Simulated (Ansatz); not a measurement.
Here is the system:

Relaxed CuI (zinc blende):

```yaml
crystal:
  lattice:
    - [0.00000, 3.01151, 3.01151]
    - [3.01151, 0.00000, 3.01151]
    - [3.01151, 3.01151, 0.00000]
  atoms:
    - { symbol: I, position: [0.75000, 0.75000, 0.75000] }
    - { symbol: Cu, position: [0.00000, 0.00000, 0.00000] }
```

In this cell atom 1 (I, nearest neighbour Cu at 2.608 Å; its periodic images, 4.3 Å or more away, move with it) is moved by s along Cartesian x, unit vector (1.000, 0.000, 0.000); all other atoms and the cell stay fixed.

Level of theory: r2SCAN (plane waves to 500 eV, PAW, scalar-relativistic; Ansatz, a quantum-chemistry and plane-wave program). k mesh 8×8×8 (Γ-centred), Fermi-Dirac smearing 0.05 eV. Energies are smeared free energies. CuI is run without spin polarisation. CuI was relaxed with its symmetry unable to fall. Spin-orbit coupling is left out, though I is heavy. The zero of ΔE is the undisplaced structure.

The scan covers s from -0.780 to 0.780 Å in 11 points.

### Question
Is the energy the same for equal positive and negative displacements?

### Answer
Even: the same for both signs. With its periodic images moving along, the atom's site symmetry in this cell is -43m.

### Question
What is the force constant k = d²E/ds² of this move at s = 0?

### Answer
2.63 eV/Å².

### Question
With two atoms in the cell this is the zone-centre optical mode. What wavenumber follows (transverse: no LO-TO term)?

### Answer
130 cm⁻¹.

(For displaced atoms, the force is minus the slope of the energy, and its curvature is a force constant, which sets phonon frequencies.)
